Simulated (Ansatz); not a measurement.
Relaxed ZnS (zinc blende):

```
ZnS
1.0
    0.00000     5.44344     5.44344
    2.72172     0.00000     2.72172
    2.72172     2.72172     0.00000
S Zn
2 2
Cartesian
  4.08258   4.08258   4.08258
  4.08258   6.80430   6.80430
  0.00000   0.00000   0.00000
  2.72172   5.44344   2.72172
```

The atoms are displaced by Q × the pattern below (from a DFPT mode at L = (0.5, 0.0, 0.0), largest move 1; Q in Å), at fixed cell. (q is in reciprocal vectors of the primitive cell; the cell shown is doubled to hold the pattern.)

```
atom       x       y       z
----  ------  ------  ------
S1     0.577  -0.577  -0.577
S2    -0.577   0.577   0.577
Zn3   -0.068   0.068   0.068
Zn4    0.068  -0.068  -0.068
```

Method: PBE (plane waves to 420 eV, PAW, scalar-relativistic; Ansatz, a program for electronic structure). k mesh 5×10×10 (Γ-centred), Fermi-Dirac smearing 0.05 eV. Energies are smeared free energies. Stress and pressure are positive under compression. ZnS was relaxed with its symmetry unable to fall. The zero of ΔE is the undisplaced structure.

```csv
Q (Å),−dE/dQ from forces (eV/Å),P (GPa),ΔE (meV/cell)
-0.100,2.527,…,…
-0.083,2.094,0.37,86.7
-0.067,1.667,0.24,55.3
-0.050,1.246,0.14,31.1
-0.033,0.828,0.06,13.8
-0.017,0.414,0.02,…
0.000,0.000,0.01,0.0
0.017,-0.414,0.02,…
0.033,-0.828,0.06,13.8
0.050,-1.246,0.14,31.1
0.067,-1.667,0.24,55.3
0.083,-2.094,0.37,86.7
0.100,-2.527,…,…
```

Problem. What belongs in the gaps?

Solution. 
- -0.100, P (GPa): 0.53
- -0.100, ΔE (meV/cell): 125.2
- -0.017, ΔE (meV/cell): 3.4
- 0.017, ΔE (meV/cell): 3.4
- 0.100, P (GPa): 0.53
- 0.100, ΔE (meV/cell): 125.2

(A displaced cell: forces are minus the slopes of the energy, force constants its curvatures, and phonons follow from these.)
